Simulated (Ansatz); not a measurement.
The numbers come from plane-wave PAW DFT (Ansatz): PBE, no spin polarisation, 420 eV, 7×7×7 Γ-centred k points, fermi-dirac occupations (width 0.0407 eV). Nothing was relaxed.

Computed maps in the lattice plane spanned by a (left to right, 5.44 Å, 16 points from zero) and b (bottom to top, 5.44 Å, 16 points from zero), 90° apart, at height 0.250 along c. The fields are smooth PAW ones with compensation charges, not the true ones near nuclei.

Valence density. Digits on a logarithmic scale: 0 up to 0.03 e/Å³, each further digit a factor of 1.6, 9 from 1.3 e/Å³ up:
```
3322222355666554
4444332334444444
6665532222233455
7777643211112356
7667753210012357
6147753210002357
7667753210012357
7777643211112356
6665532222233455
4444332334444444
3322222355666554
2111123467777653
2100123577667753
2000123577416753
2100123577667753
2111123467777653
```

ELF. Ten even steps from '0' (0.00) to '9' (0.89):
```
2221101488888753
5555310135555444
8888841011222357
9789983100001368
5019995100000368
1007996200000267
5019995100000368
9789983100001368
8888841011222357
5555310135555444
2221101488888753
1000013899879863
0000015999105863
0000026997001762
0000015999105863
1000013899879863
```

**Question.** The cell is MgBP₂. Which atoms lie within 0.2 Å of this plane, and where (fractions of a and b)?

**Answer.** P at (0.67, 0.12), P at (0.08, 0.62). The whole cell:
```
P B Mg
1.0
     0.00000    5.43757    0.00000
     5.43757    0.00000    0.00000
     2.71878    2.71878   -4.79198
P B Mg
4 2 2
Direct
  0.66790 0.12500 0.25000
  0.87500 0.91790 0.75000
  0.08210 0.62500 0.25000
  0.37500 0.33210 0.75000
  0.00000 0.00000 0.00000
  0.75000 0.25000 0.50000
  0.25000 0.75000 0.50000
  0.50000 0.50000 0.00000
```

Origin: a known structure type with other elements, at an estimated volume, so it need not be a known compound. Caveats: many states at the Fermi level without spin polarisation, so a magnetic state may lie lower; atoms or cell far from equilibrium.
